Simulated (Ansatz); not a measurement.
Values for one crystal, relaxed and computed with LDA (plane waves, PAW; program Ansatz); other levels are named.

| Item | Value |
|---|---|
| Volume per atom | 25.16 Å³ |
| Band gap | 0.33 eV (indirect) |
| Hole effective mass | 0.11, 0.24, 0.51 mₑ (principal values) |
| Poisson's ratio | 0.26 |
| Bulk modulus (Birch–Murnaghan fit) | 39.7 GPa |
| Pressure derivative B′ | 6.5 |
| Highest zone-centre frequency (without LO–TO term) | 181 cm^-1 |

Question: Which of these materials gives this?
A. SnO2, rutile
B. MoSe2, P6_3/mmc (Mo on 2c, Se on 4f)
C. SnS, Pnma (Sn on 4c, S on 4c)
D. SnSe, Pnma (Sn on 4c, Se on 4c)

Answer: D, SnSe, Pnma (Sn on 4c, Se on 4c)

The cell was relaxed with LDA under the symmetry of its start; of distortions, only those at the zone centre were tested. A crystal of weakly bound layers computed without a dispersion correction: the cell and the soft elastic constants depend strongly on that. Spin–orbit coupling is left out wherever it is not named.

Potentials: the earlier of the program's two PAW sets.
